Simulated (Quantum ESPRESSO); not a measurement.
Si6AsAl, a curve over strain

Computed values, not a measurement. The program is pw.x of Quantum ESPRESSO 7.5 (plane-wave density functional theory). The cell is made up: 8 atoms on a zincblende/diamond lattice, with randomly drawn elements, strain and displacements, not relaxed. PseudoDojo standard norm-conserving files (v0.5 for PBE, v0.4.1 for LDA and PBEsol) set the functional; there is no spin polarisation, spin-orbit coupling or dispersion term, and the masses in the input are unused placeholders.

Seven runs add a strain to one cell (shear xy, as the tensor component); the atoms follow the cell and are not relaxed. Stress in the table is positive in tension.

Input of the run at -0.0001:

```
&control calculation='scf', pseudo_dir='./dojo.nc.sr.pbe.v0_5.standard.upf', outdir='./o', disk_io='medium', tprnfor=.true., tstress=.true. /
&system ibrav=0, nat=8, ntyp=3, nbnd=31, ecutwfc=84.00895049, nosym=.true., tot_charge=0,
 occupations='smearing', smearing='fd', degauss=0.0073498644
/
&electrons conv_thr=7.350e-09, electron_maxstep=60, /
ATOMIC_SPECIES
Al 1.0 Al.upf
As 1.0 As.upf
Si 1.0 Si.upf
CELL_PARAMETERS angstrom
5.4979 -0.0696 -0.0411
-0.0696 5.394 -0.0143
-0.0411 -0.0143 5.3643
ATOMIC_POSITIONS angstrom
Si 0.0441 0.0743 -0.138
Si -0.1918 2.6646 2.6331
As 2.76 -0.1456 2.7452
Al 2.6921 2.6501 -0.1519
Si 1.3527 1.4642 1.2134
Si 1.291 4.0861 3.9557
Si 4.0575 1.1756 3.9546
Si 3.9809 4.0683 1.2929
K_POINTS automatic
6 6 6 1 1 1
```

```
added strain  free energy less that of the input shown (eV)  stress xx (GPa)  stress yy (GPa)  stress zz (GPa)  stress xy (GPa)  pressure (GPa)  iterations
     -0.0206                                         0.1990            -8.55            -9.52            -9.98            -6.94            9.35          10
     -0.0159                                         0.1373            -8.42            -9.40            -9.86            -5.96            9.22          10
     -0.0135                                         0.1096            -8.36            -9.34            -9.80            -5.46            9.17          10
     -0.0081                                         0.0558            -8.25            -9.24            -9.69            -4.33            9.06          10
     -0.0001                                         0.0000            -8.15            -9.15            -9.58            -2.66            8.96          10
     +0.0028                                        -0.0141            -8.14            -9.13            -9.55            -2.06            8.94          10
     +0.0159                                        -0.0296            -8.17            -9.15            -9.50             0.69            8.94          10
```

A cubic fit gives a slope of stress xy against the added strain of 209 GPa at zero added strain, with the atoms clamped. Across the table the free energy follows the integral of the stress to within 0.4 meV. A rerun of one of the cells at 1437 eV and a 8 x 8 x 8 mesh moved values by no more than 0.002 eV in energy, 0.02 GPa in stress and 0.004 eV/Å in force.